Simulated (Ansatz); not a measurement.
Cr2C:
```
CELL_PARAMETERS angstrom
      2.77556     0.00000     0.00000
     -1.38778     2.40371     0.00000
      0.00000     0.00000     4.17772
ATOMIC_POSITIONS crystal
  Cr 0.66667 0.33333 0.24602
  Cr 0.33333 0.66667 0.75398
  C  0.00000 0.00000 0.50000
```

Relaxed with LDA. Special points in fractions of this cell's reciprocal vectors: Γ (0.000, 0.000, 0.000); M (0.500, 0.000, 0.000); K (0.333, 0.333, 0.000); A (0.000, 0.000, 0.500); L (0.500, 0.000, 0.500); H (0.333, 0.333, 0.500).

Task: List the band energies nearest the Fermi level at these points for LDA in the plane-wave PAW code Ansatz.

Result: In eV from the Fermi level; about four levels below and three above (degenerate sets whole), none deeper than 8.9 eV; points with the same levels are listed once.

```csv
k,below,above
Γ,-0.95 -0.95 -0.89 -0.82 -0.82,0.38 0.38 2.57
M,-4.58 -3.99 -2.53 -1.06,0.74 1.14 1.49
K,-4.36 -3.17 -2.46 -2.46,1.04 1.04 1.18
A,-2.08 -1.59 -1.58 -1.58,0.40 0.40 0.76 0.76
L,-2.91 -2.05 -1.20 -0.41,0.63 0.91 1.16
H,-1.98 -1.93 -1.93 -0.30,0.47 0.47 2.32 2.32
```

Space group P-3m1. The first step of the workflow began from a Materials Project structure, measured or hypothetical; the Crystallography Open Database copy checked does not list it. Its standing as an ambient phase is unchecked. The LDA relaxation kept the symmetry of its start; of distortions, only those at the zone centre were tested. The run is not spin-polarised.

Potentials: the later of the program's two PAW sets.
